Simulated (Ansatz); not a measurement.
**Orbital-resolved density of states of Cs**

```
CELL_PARAMETERS angstrom
-3.02250 3.02250 3.02250
3.02250 -3.02250 3.02250
3.02250 3.02250 -3.02250
ATOMIC_POSITIONS crystal
Cs 0.00000 0.00000 0.00000
```

The structure is an experimental refinement, used without relaxation.

No spin–orbit coupling, which matters for the heavy atoms here.

Level of theory: Ansatz 0.2.0, DFT, LDA, all-electron LAPW, scalar-relativistic.

Settings: a Γ-centred 9×9×9 k mesh, Fermi–Dirac smearing of 0.05 eV, basis error target 1 meV/atom, no spin polarisation.

States per eV for one atom of each kind, in 0.4 eV bins named by their centres, from the Fermi level, projected on a minimal set of Löwdin-orthogonalised atomic shells; orbitals are real harmonics on the Cartesian axes, equal curves share a column, and empty bins are left out, as is all above 1.8 eV, near the top of the computed bands.

Cs 5p:

```
# E all pz=px=py
-10.7 14.95 4.98
-1.1 0.01 0.00
-0.7 0.01 0.00
-0.3 0.01 0.00
0.1 0.01 0.00
```

Cs 6s:

```
# E all
-10.7 0.05
-1.5 0.18
-1.1 0.39
-0.7 0.59
-0.3 0.86
0.1 1.22
0.5 0.74
0.9 0.05
1.3 0.04
1.7 0.09
```
